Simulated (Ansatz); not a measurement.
Data:

Sn₅Se₈:
Space group P-3m1 (No. 164); a = b = 7.909 Å, c = 7.238 Å, α = β = 90.00°, γ = 120.00°

```tsv
atom	site	symmetry	x	y	z
Sn	1a	-3m.	0.0000	0.0000	0.0000
Se	6i	.m.	0.3291	0.1646	0.2279
Se	2d	3m.	0.3333	0.6667	0.2182
Sn	3e	.2/m.	0.0000	0.5000	0.0000
Sn	1b	-3m.	0.0000	0.0000	0.5000
```

This is the PBE-relaxed structure.

Problem. All from DFT-PBE in the program Ansatz with PAW potentials, unless another level is named. Estimate the electronic character.

Solution. metallic (no gap).

Problem. Predict the formation energy from the elements (no fitted shifts).

Solution. -0.33 eV/atom.

Problem. And the density of states at the Fermi level?

Solution. 0.39 states/eV per atom (mean over ±0.08 eV).

The start of the workflow was typed in or built on a structure type; neither database checked (COD, Materials Project) lists it. Whether it is the stable phase at ambient conditions was not checked. Symmetry was held in the PBE relaxation; its stability against distortions is not shown here. The references are the lowest solids computed at this level, not always the standard phases. Scalar-relativistic: spin–orbit coupling is off unless named, which matters more the heavier the elements.

Potentials: the earlier of the program's two PAW sets.
